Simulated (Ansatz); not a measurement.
GaAs (started from an entry of an open crystallographic database), relaxed with r2SCAN, was run in the PAW code Ansatz under altered settings. All numbers are computed, without spin polarisation but where a row says otherwise.

```yaml
crystal:
  lattice:
    - [0.00000, 2.83308, 2.83308]
    - [2.83308, 0.00000, 2.83308]
    - [2.83308, 2.83308, 0.00000]
  atoms:
    - { symbol: Ga, position: [0.00000, 0.00000, 0.00000] }
    - { symbol: As, position: [0.25000, 0.25000, 0.25000] }
```

The base run's other keys:
```yaml
kpoints:
  mp_grid: { grid: [4, 4, 4] }
hamiltonian:
  xc: hse06
scf:
  occupations: { method: fixed }
  n_extra_bands: 4
```

It takes 15 iterations with 893 plane waves at 420 eV and 8 k points, and leaves a mean stress of +0.92 GPa. The gap over this mesh is 1.417 eV. It ran on 4 threads of Arm Neoverse V2, with other jobs on the host.

Outcomes, with energy and stress as changes against the base:

| setting | outcome | ΔF (meV/atom) | Δ mean stress (GPa) | gap on the mesh (eV) | iterations | wall time |
| --- | --- | --- | --- | --- | --- | --- |
| PBE hybrid, exx coeff 0.05, unscreened | converged | – | +1.6 | 0.764 | 11 | 4.5 s |
| PBE hybrid, exx coeff 0.35, omega 0.1 1/Å | converged | – | -1.1 | 2.262 | 16 | 5.5 s |
| scf.exx.ecutfock_ratio: 2 | converged | 0.0 | 0.0 | 1.417 | 15 | 4.5 s |
| PBE hybrid, exx coeff 0.1, omega 0.2078 1/Å | converged | – | +1.2 | 0.825 | 11 | 4.8 s |
| scf.occupations: methfessel_paxton 0.2 | converged | 0.0 | 0.0 | 1.417 | 15 | 4.8 s |

A dash marks a value that wasn't obtained or can't be compared. Stress is positive in compression. The base took 5 s.

- PBE hybrid, exx coeff 0.05, unscreened. That is 5 % exact exchange, at all ranges, against HSE06's 25 % screened at 0.208 1/Å. The mean stress moves by +1.6 GPa and the gap on the mesh by -0.653 eV (to 0.764). Totals of different functionals aren't comparable.
- PBE hybrid, exx coeff 0.35, omega 0.1 1/Å. That is 35 % exact exchange, screened with ω = 0.1 1/Å, against HSE06's 25 % screened at 0.208 1/Å. The mean stress moves by -1.1 GPa and the gap on the mesh by +0.844 eV (to 2.262). Totals of different functionals aren't comparable. The program warns that on this mesh the truncation of the exchange isn't bounded, so part of the change can be an error of the mesh.
- PBE hybrid, exx coeff 0.1, omega 0.2078 1/Å. That is 10 % exact exchange, screened with ω = 0.2078 1/Å, against HSE06's 25 % screened at 0.208 1/Å. The mean stress moves by +1.2 GPa and the gap on the mesh by -0.593 eV (to 0.825). Totals of different functionals aren't comparable.

Within 1 meV an atom, 0.1 GPa and 0.005 eV of the base stay: scf.exx.ecutfock_ratio: 2; scf.occupations: methfessel_paxton 0.2.

The runs are scalar-relativistic, without spin-orbit coupling.

The program warns that its thresholds are loose for a hybrid's stress.

The meshes of the hybrids are coarse, so their gaps aren't converged to the digits shown.
